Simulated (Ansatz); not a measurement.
## RbCaH3: energy along a strain

RbCaH3, Pm-3m, a = 4.547 Å (as given, not relaxed at this level: -0.5 GPa). The structure is a COD entry; whether it is the stable form wasn't checked. Ansatz: r2SCAN, PAW, 500 eV, Γ-centred 6×6×6 mesh on 5 atoms, Gaussian smearing 0.05 eV; no spin polarisation. Cell vectors (Å): 4.547 0.000 0.000; 0.000 4.547 0.000; 0.000 0.000 4.547. The cell is strained by x per cent times the pattern (0 0 0 1 0 0) in the order xx yy zz yz xz xy (engineering shears), with fractional coordinates held. y is the free energy over the start, V0 = 18.802 Å³/atom. Symmetry makes y even in x.

| x (%) | y (meV/atom) |
| --- | --- |
| -4.00 | 1.77 |
| -2.00 | 0.44 |
| 0.00 | 0.00 |
| 0.50 | 0.03 |
| 1.00 | 0.11 |
| 1.50 | ? |
| 2.50 | 0.69 |
| 3.00 | 1.00 |
| 3.50 | 1.36 |

**Question.** Fit y = c2 x² + c4 x⁴ to the other rows, get the stiffness along the pattern, and predict the missing energy.

**Answer.** Least squares on the rows shown. y = 0.1108 x² − 5.733×10⁻⁶ x⁴. The clamped-ion stiffness p·C·p = 2 × 1.108 eV × 160.2 / 18.802 Å³ = 18.9 GPa, which is C44 in these axes (second derivative at the start, which stands under stress). At x = 1.50 the fit asked for gives 0.25 meV/atom. The run gave 0.25 meV/atom, the same to the digits shown.